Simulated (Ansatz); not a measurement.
Relaxed KTaO3 (cubic perovskite):

```xyz
10
Lattice="8.0464 0.0000 0.0000 4.0232 4.0232 0.0000 0.0000 0.0000 4.0232" Properties=species:S:1:pos:R:3 pbc="T T T"
K      0.0000     0.0000     0.0000
K      4.0232     0.0000     0.0000
Ta     2.0116     2.0116     2.0116
Ta     6.0348     2.0116     2.0116
O      8.0464     2.0116     2.0116
O      4.0232     2.0116     2.0116
O      2.0116     2.0116     0.0000
O      6.0348     2.0116     0.0000
O      2.0116     0.0000     2.0116
O      6.0348     0.0000     2.0116
```

The atoms are displaced by Q × the pattern below (from a DFPT mode at M = (0.5, 0.5, 0.0), largest move 1; Q in Å), at fixed cell. It is one choice among 2 degenerate patterns. (q is in reciprocal vectors of the primitive cell; the cell shown is doubled to hold the pattern.)

```tsv
atom	x	y	z
O5	0.000	0.000	1.000
O6	0.000	0.000	-1.000
O9	0.000	0.000	-0.953
O10	0.000	0.000	0.953
```

Atoms not listed stay in place.

Level of theory: PBE (plane waves to 420 eV, PAW, scalar-relativistic; Ansatz, an electronic-structure program). k mesh 8×8×8 (Γ-centred), Fermi-Dirac smearing 0.05 eV. Energies are smeared free energies. KTaO3 is run without spin polarisation. KTaO3 was relaxed with its symmetry unable to fall. Spin-orbit coupling is left out, though Ta is heavy. The PAW data are Ansatz's earlier set. ΔE is measured from the undisplaced structure.

```csv
Q (Å),ΔE (meV/cell)
-0.280,978
-0.187,428
-0.093,106
0.000,0
0.093,106
0.187,428
0.280,978
```

Q: Which DFPT wavenumber at M = (0.5, 0.5, 0.0) belongs to this mode?
A. 328 cm⁻¹
B. 853 cm⁻¹
C. 147 cm⁻¹
D. 533 cm⁻¹

A: A, 328 cm⁻¹. The curvature of the scan gives 328 cm⁻¹

(A displaced cell: forces are minus the slopes of the energy, force constants its curvatures, and phonons follow from these.)
